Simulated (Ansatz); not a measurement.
MnF2:
```yaml
crystal:
  lattice:
    - [3.49043, -3.49043, 0.00000]
    - [3.49043, 3.49043, 0.00000]
    - [0.00000, 0.00000, 3.32089]
  atoms:
    - { symbol: Mn, position: [0.00000, 0.00000, 0.00000], spin: 4.7 }
    - { symbol: Mn, position: [0.50000, 0.50000, 0.50000], spin: -4.7 }
    - { symbol: F, position: [0.30349, 0.69651, 0.00000], spin: 0.0 }
    - { symbol: F, position: [0.80349, 0.80349, 0.50000], spin: 0.0 }
    - { symbol: F, position: [0.69651, 0.30349, 0.00000], spin: 0.0 }
    - { symbol: F, position: [0.19651, 0.19651, 0.50000], spin: 0.0 }
```

Relaxed with PBE. Special points in fractions of this cell's reciprocal vectors: Γ (0.000, 0.000, 0.000); Y (-0.500, 0.500, 0.000); C0 (-0.500, 0.500, 0.000); Σ0 (0.500, 0.500, 0.000); Z (0.000, 0.000, 0.500); A0 (0.500, 0.500, 0.500); E0 (-0.500, 0.500, 0.500); T (-0.500, 0.500, 0.500); S (0.000, 0.500, 0.000); R (0.000, 0.500, 0.500).

### Question
List the band energies nearest the valence-band maximum at these points for PBE (plane waves, PAW; program Ansatz).

### Answer
In eV from the valence-band maximum; about four levels below and three above (degenerate sets whole), none deeper than 8.9 eV; points with the same levels are listed once.

```tsv
k	below	above
Γ ↑	-1.38 -1.21 -0.37 -0.06	2.24 2.63 3.12 3.13
Y ↑	-1.37 -1.14 -0.53 -0.05	2.70 3.11 3.12
Z ↑	-1.36 -1.12 -0.49 -0.24	2.89 2.94 3.05
A0 ↑	-1.38 -1.22 -0.51 -0.09	2.87 2.92 3.12
S ↑	-1.33 -1.19 -0.09 0.00	2.64 3.08 3.09
R ↑	-1.38 -1.22 -0.59 -0.06	2.87 2.93 3.11
```

Space group P4_2/mnm (rutile). The cell was relaxed with PBE under the symmetry of its start, as lowered by the spin order. Magnetic state: antiferromagnetic, chosen from 5 collinear starts compared on coarse meshes (ties went to the first, and starts can fall back to one state), not a proven ground state. No Hubbard U is applied. Point labels and valley counts follow the cell and symmetry of the run, lower than the named group.

Potentials: the later of the program's two PAW sets.
